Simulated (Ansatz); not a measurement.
Input, command and steps of an Ansatz relaxation.

```yaml
crystal:
  lattice:
    - [4.245510415, 0.0, 0.0]
    - [0.0, 4.245510415, 0.0]
    - [0.0, 0.0, 4.245510415]
  atoms:
    - { symbol: Ge, position: [0.0, 0.5, 0.5] }
    - { symbol: Ge, position: [0.5, 0.0, 0.5] }
    - { symbol: Ge, position: [0.5, 0.5, 0.0] }
    - { symbol: Hg, position: [0.0, 0.0, 0.0] }
basis:
  ecutwfc: 420
kpoints:
  mp_grid: { grid: [4, 4, 4] }
hamiltonian:
  xc: pbe
scf:
  occupations: { method: gaussian, width: 0.1 }
  lower_state_search: "off"
output:
  forces: true
  stress: true
  eigenvalues: true
relax:
  adjacent_minimum: "off"
  f_tol: 0.04
  max_steps: 70
  cell: { stress_tol: 0.4 }
```

```bash
ansatz run input.yaml --threads 1 --pin off --max-ram 2560MiB --backend cpu --events-out ev --progress --plain --runs-dir out
```

The calculation used DFT PBE, scalar-relativistic, plane waves, PAW in Ansatz.

Of 4 frames 4 are shown, positions in Å and forces in eV/Å; the SCF threshold varies from step to step. Steps run on the plane waves of an earlier cell, with a Pulay correction in the pressure. The basis is chosen afresh for the last frame, the zero of the energies, and at times for earlier ones too; energy and pressure step there, also at an unchanged geometry.

```xyz
4
Lattice="4.2455 0.0000 0.0000 0.0000 4.2455 0.0000 0.0000 0.0000 4.2455" Properties=species:S:1:pos:R:3:forces:R:3 pbc="T T T" step=1 free_energy_over_end_meV_per_atom=35.38 pressure_GPa=6.24
Ge    0.0000    2.1228    2.1228    0.0000    0.0000    0.0000
Ge    2.1228    0.0000    2.1228    0.0000    0.0000    0.0000
Ge    2.1228    2.1228    0.0000    0.0000    0.0000    0.0000
Hg    0.0000    0.0000    0.0000    0.0000    0.0000    0.0000
4
Lattice="4.4473 0.0000 0.0000 0.0000 4.4473 0.0000 0.0000 0.0000 4.4473" Properties=species:S:1:pos:R:3:forces:R:3 pbc="T T T" step=2 free_energy_over_end_meV_per_atom=8.83 pressure_GPa=-2.60
Ge    0.0000    2.2237    2.2237    0.0000    0.0000    0.0000
Ge    2.2237    0.0000    2.2237    0.0000    0.0000    0.0000
Ge    2.2237    2.2237    0.0000    0.0000    0.0000    0.0000
Hg    0.0000    0.0000    0.0000    0.0000    0.0000    0.0000
4
Lattice="4.3840 0.0000 0.0000 0.0000 4.3840 0.0000 0.0000 0.0000 4.3840" Properties=species:S:1:pos:R:3:forces:R:3 pbc="T T T" step=3 free_energy_over_end_meV_per_atom=0.47 pressure_GPa=-0.13
Ge    0.0000    2.1920    2.1920    0.0000    0.0000    0.0000
Ge    2.1920    0.0000    2.1920    0.0000    0.0000    0.0000
Ge    2.1920    2.1920    0.0000    0.0000    0.0000    0.0000
Hg    0.0000    0.0000    0.0000    0.0000    0.0000    0.0000
4
Lattice="4.3840 0.0000 0.0000 0.0000 4.3840 0.0000 0.0000 0.0000 4.3840" Properties=species:S:1:pos:R:3:forces:R:3 pbc="T T T" step=4 free_energy_over_end_meV_per_atom=0.00 pressure_GPa=-0.12
Ge    0.0000    2.1920    2.1920    0.0000    0.0000    0.0000
Ge    2.1920    0.0000    2.1920    0.0000    0.0000    0.0000
Ge    2.1920    2.1920    0.0000    0.0000    0.0000    0.0000
Hg    0.0000    0.0000    0.0000    0.0000    0.0000    0.0000
```

The start puts this composition into another compound's structure type, which needn't suit it. At the end the space group is Pm-3m (tolerance 0.05 Å).

The run took 7.8 s on 1 thread of Arm Neoverse V1, with other jobs on the host, peak memory 0.34 GiB.

The k mesh is coarse. Spin–orbit coupling is left out, which can shift energies with elements as heavy as these.